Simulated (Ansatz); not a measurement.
Start of a relaxation of HfAlO:

```cif
data_structure
_symmetry_space_group_name_H-M 'P4/nmm:1'
_symmetry_Int_Tables_number 129
_cell_length_a 3.8783
_cell_length_b 3.8783
_cell_length_c 6.8258
_cell_angle_alpha 90.000
_cell_angle_beta 90.000
_cell_angle_gamma 90.000
_cell_volume 102.67
loop_
_atom_site_label
_atom_site_type_symbol
_atom_site_symmetry_multiplicity
_atom_site_Wyckoff_symbol
_atom_site_fract_x
_atom_site_fract_y
_atom_site_fract_z
_atom_site_occupancy
Hf1 Hf 2 c 0.50000 0.00000 0.66800 1
Al1 Al 2 a 0.00000 0.00000 0.00000 1
O1 O 2 c 0.50000 0.00000 0.19050 1
```

All numbers below come from DFT PBE, scalar-relativistic, plane waves, PAW (Ansatz 0.2.0). Cutoff 420 eV, Gaussian smearing, Γ-centred meshes. Cell and atoms relax first on a coarse mesh and then on a finer one. In between, the cell is made exact in the group found at 0.06 Å. In metals the finer mesh still leaves noise of several meV/atom or more. The steps can't lower the symmetry of their start. No spin polarisation.

A guess keeps its type if space group and coordination stay and the shape of the cell changes little (axis ratios within about 15 %, angles within 6°); the volume may change.

Question: Will the relaxed cell still be of the starting type?

Answer: It doesn't keep its type. The symmetry stays P4/nmm (No. 129). The volume per atom shrinks by 16.7 %, from 17.1 to 14.3 Å³. The shortest distance goes from 2.33 Å (Al–O) to 2.17 Å (Hf–O). The ratio c/a of the conventional cell changes by a factor of 1.30. Counting neighbours within 15 % of an atom's shortest distance, the start has Al 4, Hf 9, O 4 and the end Al 4, Hf 5, O 5. In detail, at the end around Hf lie 1 O at 2.17 Å, 4 O at 2.44 Å, 4 Al at 2.96 Å, 4 Hf at 3.35 Å and 4 Hf at 3.64 Å; around Al lie 4 Al at 2.37 Å and 4 Hf at 2.96 Å; O has 1 Hf at 2.17 Å, 4 Hf at 2.44 Å and 4 O at 2.85 Å.

```yaml
crystal:
  lattice:
    - [3.34538, 0.00000, 0.00000]
    - [0.00000, 3.34538, 0.00000]
    - [0.00000, 0.00000, 7.64121]
  atoms:
    - { symbol: Hf, position: [0.50000, 0.00000, 0.68083] }
    - { symbol: Hf, position: [0.00000, 0.50000, 0.31917] }
    - { symbol: Al, position: [0.00000, 0.00000, 0.00000] }
    - { symbol: Al, position: [0.50000, 0.50000, 0.00000] }
    - { symbol: O, position: [0.50000, 0.00000, 0.39635] }
    - { symbol: O, position: [0.00000, 0.50000, 0.60365] }
```

The last run used a 12×12×6 mesh (in the run's order of axes) for its 6-atom cell and Gaussian smearing of 0.10 eV. These runs have no spin–orbit coupling, which can matter for Hf. A structure relaxed within its symmetry needn't be a true minimum.
